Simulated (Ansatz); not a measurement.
BeSe (wurtzite), relaxed with PBE (Ansatz, a first-principles code, plane waves, PAW): a = b = 3.6504 Å, c = 6.0191 Å, α = β = 90.00°, γ = 120.00°.

- gap (eV): 3.31
- ΔH_f (eV/atom): -0.79
- B₀ by P(V) fit (GPa): 74.8
- electron conductivity mass (mₑ): 0.42

Question: The same phase is relaxed and computed with PBEsol in the same code. What are the cell and these values now?

Answer: a = b = 3.6152 Å, c = 5.9641 Å, α = β = 90.00°, γ = 120.00°.

- gap (eV): 3.09
- ΔH_f (eV/atom): -0.80
- B₀ by P(V) fit (GPa): 79.2
- electron conductivity mass (mₑ): 0.39

Typed or built starts, not in the databases checked: BeSe, wurtzite. All cells were relaxed under the symmetry of their starts (and spin orders); stability against distortions was not tested throughout. Scalar-relativistic: spin–orbit coupling is off unless named, which matters more the heavier the elements.

Potentials: the later of the program's two PAW sets.

Ansatz is a plane-wave DFT program.

Formation energies count from the lowest solids of the elements computed at the same level, not from gases.
